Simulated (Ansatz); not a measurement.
PbS:
```
CELL_PARAMETERS angstrom
      0.00000     2.97558     2.97558
      2.97558     0.00000     2.97558
      2.97558     2.97558     0.00000
ATOMIC_POSITIONS crystal
  Pb 0.50000 0.50000 0.50000
  S  0.00000 0.00000 0.00000
```

Relaxed with r²SCAN+D4.

### Question
Map the electron localisation function on the plane through (0.500, 0.500, 0.500) spanned by u = [1, 0, 0] and v = [0, 1, -1] in lattice vectors, from DFT-r²SCAN+D4 in the program Ansatz with PAW potentials.

### Answer
x is the fraction of u, y of v (the angle between them is 90°; rows are the nearest grid lines); atoms in the plane: Pb at (0.00, 0.00), S at (0.50, 0.50).
```
|   :==-:.    .:-==:   |
|   -==-:.    .:-==-   |
|  :=+=-........-=+=:  |
|:-===-:.:-==-:.:-===-:|
|==+=-::-+*##*+-::-=+==|
|===-::-+#%@@%#+-::-===|
|---::-*%@@@@@@%*-::---|
|::..-+%@@@@@@@@%+-..::|
|...:+#@@@%##%@@@#+:...|
|  .-*%@@%+::+%@@%*-.  |
|  .=#@@@#:  :#@@@#=.  |
|  .=#@@@#:  :#@@@#=.  |
|  .-*%@@%+::+%@@%*-.  |
|...:+#@@@%##%@@@#+:...|
|::..-+%@@@@@@@@%+-..::|
|---::-*%@@@@@@%*-::---|
|===-::-+#%@@%#+-::-===|
|==+=-::-+*##*+-::-=+==|
|:-===-:.:-==-:.:-===-:|
|  :=+=-........-=+=:  |
|   -==-:.    .:-==-   |
|   :==-:.    .:-==:   |
```
Scale: ten equal steps from 0.002 (start of ' ') to 0.863 (end of '@'), in the order ' .:-=+*#%@'; x runs from 0.000 to 1.00, y from 0.000 (bottom) to 1.00 (top).

The density is the valence pseudo-density with augmentation charge, so density and ELF within about 1 Å of a nucleus are not all-electron values.

Space group Fm-3m (rock salt). Symmetry was held in the r²SCAN+D4 relaxation. Spin–orbit coupling is left out wherever it is not named.

Potentials: the later of the program's two PAW sets.
